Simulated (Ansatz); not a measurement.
Input and command of a plane-wave DFT calculation in Ansatz:

```yaml
crystal:
  lattice:
    - [-1.5690377355, 1.5690377355, 1.37608145]
    - [1.5690377355, -1.5690377355, 1.37608145]
    - [1.5690377355, 1.5690377355, -1.37608145]
  atoms:
    - { symbol: Cu, position: [0.0, 0.0, 0.0] }
basis:
  ecutwfc: 500
kpoints:
  mp_grid: { grid: [24, 24, 24] }
hamiltonian:
  xc: r2scan
scf:
  occupations: { method: gaussian, width: 0.15 }
output:
  forces: true
  stress: true
  eigenvalues: true
```

```bash
ansatz run input.yaml --threads 1 --pin off --max-ram 2560MiB --backend cpu --events-out ev --progress --plain --runs-dir out
```

Processor: Intel(R) Xeon(R) Platinum 8259CL CPU @ 2.50GHz (Skylake/Cascade Lake), 1 thread, on a host shared with other jobs.

Question: Estimate time, memory and problem size.

Answer: About 35 s on 1 thread of Intel(R) Xeon(R) Platinum 8259CL CPU @ 2.50GHz (Skylake/Cascade Lake), on a shared host, peak memory 0.58 GiB. It solves 14 bands at 1063 k points (the mesh reduced by symmetry) with about 349 plane waves, in 7 SCF iterations.
